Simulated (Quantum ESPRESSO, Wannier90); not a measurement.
**AlNi (CsCl type), plane waves to Wannier functions**

```
AlNi
1.0
    2.85971     0.00000     0.00000
    0.00000     2.85971     0.00000
    0.00000     0.00000     2.85971
Al Ni
1 1
Direct
  0.50000   0.50000   0.50000
  0.00000   0.00000   0.00000
```

Structure: Materials Project mp-1487, symmetrised, not relaxed again. COD (Crystallography Open Database) has an entry of this formula and space group (matched by these alone). Level: PBEsol, no spin polarisation, no spin-orbit coupling; pw.x of Quantum ESPRESSO at 79 Ry with PseudoDojo potentials, 10×10×10 k-points, Wannier90. Density: 14×14×14 mesh, cold smearing 0.01 Ry. A non-magnetic state is assumed; magnetic ones were not tried.

Valence charges of the files: Al 3, Ni 18. 26 bands were computed.

Isolated groups of bands, relative to the Fermi level (bands from 5 on overlap up to the last one computed):

| bands | from (eV) | to (eV) | filling | weight on atomic waves |
|---|---|---|---|---|
| 1 | -103.12 | -103.11 | filled | Ni 3s 96 % |
| 2–4 | -63.65 | -63.62 | filled | Ni 3p 100 % |

Wanted is a model with the orbitals Al s p, Ni s p d, without the filled groups that are mainly made of other shells (semicore states, and anion s where it isn't named); all higher bands stay in for disentanglement.

**Question.** Give num_wann, exclude_bands and num_bands, and the number of electrons that the model holds.

**Answer.** Electrons: 1×3 + 1×18 = 21, or 10.5 bands' worth; no gap over 0.05 eV opens at the Fermi level at this level of theory.
num_wann = 1×4 + 1×9 = 13.
exclude_bands = 1-4, 4 bands, so num_bands = 26 − 4 = 22.
The model holds 21 − 2×4 = 13 electrons. With the window frozen to 1.50 eV it follows pw.x to 2.5 meV rms (states up to 1.0 eV relative to the Fermi level).
